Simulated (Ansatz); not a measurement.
NbAu₂ in space group P6/mmm (No. 191; Au on 2d, Nb on 1a) at seven volumes, r²SCAN (plane waves, PAW; program Ansatz), shape and atoms relaxed at each. One row is withheld.

| V (Å³/atom) | P (GPa) |
|---|---|
| 15.653 | 23.51 |
| 16.169 | 14.20 |
| 16.685 | ? |
| 17.201 | 0.00 |
| 17.717 | -5.37 |
| 18.233 | -9.82 |
| 18.749 | -13.50 |

Q: Fit the shown pressures and predict the withheld one.

A: P = (3/2)B₀(x^(7/2) − x^(5/2))[1 + (3/4)(B′ − 4)(x − 1)] with x = (V₀/V)^(2/3). Least squares on the six rows gives V₀ = 17.201 Å³/atom, B₀ = 196 GPa, B′ = 5.15. At V = 16.685, x = 1.0205 and P = 6.46 GPa. The run itself gave 6.45 GPa.

The workflow started from an entry of the Crystallography Open Database (COD). Its standing as an ambient phase is unchecked. The cell was relaxed with r²SCAN under the symmetry of its start; whether a distortion lowers the energy is not shown. No spin polarisation was allowed. Scalar-relativistic: spin–orbit coupling is off unless named, which matters more the heavier the elements.

Potentials: the later of the program's two PAW sets.
